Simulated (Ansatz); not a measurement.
The guess for ZnPdC₄N₄ was made by a generator: two interpenetrating cyanide-bridged diamond nets (P-43m, No. 215). Lengths were set from tabulated atomic sizes, so they are only a guess.

```cif
data_structure
_symmetry_space_group_name_H-M 'P-43m'
_symmetry_Int_Tables_number 215
_cell_length_a 5.9086
_cell_length_b 5.9086
_cell_length_c 5.9086
_cell_angle_alpha 90.000
_cell_angle_beta 90.000
_cell_angle_gamma 90.000
_cell_volume 206.28
loop_
_atom_site_label
_atom_site_type_symbol
_atom_site_symmetry_multiplicity
_atom_site_Wyckoff_symbol
_atom_site_fract_x
_atom_site_fract_y
_atom_site_fract_z
_atom_site_occupancy
Zn1 Zn 1 a 0.00000 0.00000 0.00000 1
Pd1 Pd 1 b 0.50000 0.50000 0.50000 1
C1 C 4 e 0.18732 0.18732 0.18732 1
N1 N 4 e 0.30164 0.30164 0.30164 1
```

All numbers below come from DFT PBE, scalar-relativistic, plane waves, PAW (Ansatz 0.2.0). Cutoff 420 eV, Gaussian smearing, Γ-centred meshes. Cell and atoms relax first on a coarse mesh and then on a finer one. In between, the cell is made exact in the group found at 0.06 Å. In metals the finer mesh still leaves noise of several meV/atom or more. The steps can't lower the symmetry of their start. Collinear spin is switched on along the way, since trial moments persisted in a coarse test.

A guess keeps its type if space group and coordination stay and the shape of the cell changes little (axis ratios within about 15 %, angles within 6°); the volume may change.

Question: Does this structure survive the relaxation?

Answer: It keeps its type. The symmetry stays P-43m (No. 215). The volume per atom grows by 8.9 %, from 20.6 to 22.5 Å³. The shortest distance stays 1.17 Å (C–N). Counting neighbours within 15 % of an atom's shortest distance, the start has C 1, N 1, Pd 4, Zn 4 and the end C 1, N 1, Pd 4, Zn 4.

Energies over the elements count from the elements' standard structures at the same level (N₂ as a molecule), with no fitted energy shifts.

Question: At what energy does it end?

Answer: +0.64 eV/atom. A positive value: parting into the elements would lower its energy.

The last run used collinear spin, a 6×6×6 mesh for its 10-atom cell and Gaussian smearing of 0.10 eV. The reference form of C is held partly by dispersion forces, which this level lacks. The magnetic state reached may not be the lowest. Symmetry constrained the relaxation, so the result can be a saddle point.
